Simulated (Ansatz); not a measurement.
**As4OsRh6: reading a single point**

```xyz
11
Lattice="7.1576 0.0000 0.0000 -3.5788 6.1987 0.0000 0.0000 0.0000 3.7288" Properties=species:S:1:pos:R:3 pbc="T T T"
Rh   -1.4358    4.9614    1.8644
Rh    1.4358    4.9614    1.8644
Rh    0.0000    2.4745    1.8644
As    5.1381    1.1660    1.8644
As    2.0195    1.1660    1.8644
As    3.5788    3.8667    1.8644
As   -0.0004    4.1327    0.0000
Os    0.0000    0.0000    0.0000
Rh    2.1598    2.8855    0.0000
Rh    4.9978    2.8855    0.0000
Rh    3.5788    0.4277    0.0000
```

Level: PBEsol, no spin polarisation; 420 eV; 6×6×9 Γ-centred mesh; fermi-dirac occupations (width 0.1 eV); Ansatz 0.2.0, fixed geometry.

(1) How is the charge shared?

(2) What is the formation energy?

(3) Is the cell too large or too small?

(4) Where is the largest force?

(5) What happens at the Fermi level?

(6) Describe some of the short contacts.

Origin: a known structure type with other elements, at an estimated volume, so it need not be a known compound. Caveats: many states at the Fermi level without spin polarisation, so a magnetic state may lie lower.

## Answers

(1) Bader charges in e: As +0.17, Os +0.09, Rh -0.16 to -0.10. In the mean As gives up most and Rh takes most.

(2) -0.09 eV an atom against the elements' usual phases (free molecules for gases, crystals otherwise, with no correction for O₂ or N₂), so it is bound against them; other compounds may still compete. Relaxing would lower it.

(3) The pressure is -6.1 GPa (compression positive), so with the atoms held at these fractions the cell would first shrink; the forces are large, so a full relaxation may end otherwise. The principal stresses -9.6, -4.4, -4.4 GPa differ, so its shape would change too.

(4) The largest is on Rh3 (and as large on other atoms): 1.14 eV/Å, components (0.00, -1.14, 0.00). It makes 57° with the line to a nearest neighbour, As5 at 2.41 Å.

(5) It is a metal, with about 13 states/eV a cell as the mean within 0.25 eV of the Fermi level, mostly Rh d (46 %) and Os d (43 %).

(6) Rh–As at 2.41 Å: least valence density 0.58 e/Å³ and ELF 0.46 there. Rh–Rh at 2.84 Å: least valence density 0.29 e/Å³ and ELF 0.25 there. Os–As at 2.99 Å: least valence density 0.24 e/Å³ and ELF 0.29 there. These are pseudo-fields; inside the PAW spheres they differ from the all-electron ones.
